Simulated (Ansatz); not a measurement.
Sr$_{3}$SbN:
```yaml
crystal:
  lattice:
    - [5.18568, 0.00000, 0.00000]
    - [0.00000, 5.18568, 0.00000]
    - [0.00000, 0.00000, 5.18568]
  atoms:
    - { symbol: Sr, position: [0.00000, 0.50000, 0.50000] }
    - { symbol: Sr, position: [0.50000, 0.00000, 0.50000] }
    - { symbol: Sr, position: [0.50000, 0.50000, 0.00000] }
    - { symbol: Sb, position: [0.00000, 0.00000, 0.00000] }
    - { symbol: N, position: [0.50000, 0.50000, 0.50000] }
```

Relaxed with r²SCAN.

Problem. Give the Bader charges and basin volumes of the independent atoms, the program Ansatz at the r²SCAN level (PAW).

Solution. 

```json
[
 {"atom": "Sr1", "Bader charge (e)": "+1.38", "Bader volume (Å³)": "20.4"},
 {"atom": "Sb4", "Bader charge (e)": "-2.09", "Bader volume (Å³)": "57.4"},
 {"atom": "N5", "Bader charge (e)": "-2.04", "Bader volume (Å³)": "21.0"}
]
```

Space group Pm-3m (anti-perovskite). The first step of the workflow began from a Materials Project structure, measured or hypothetical; the Crystallography Open Database copy checked does not list it. Whether it is the stable phase at ambient conditions was not checked. The r²SCAN relaxation kept the symmetry of its start; its stability against distortions is not shown here. Spin–orbit coupling is left out wherever it is not named.

Potentials: the later of the program's two PAW sets.
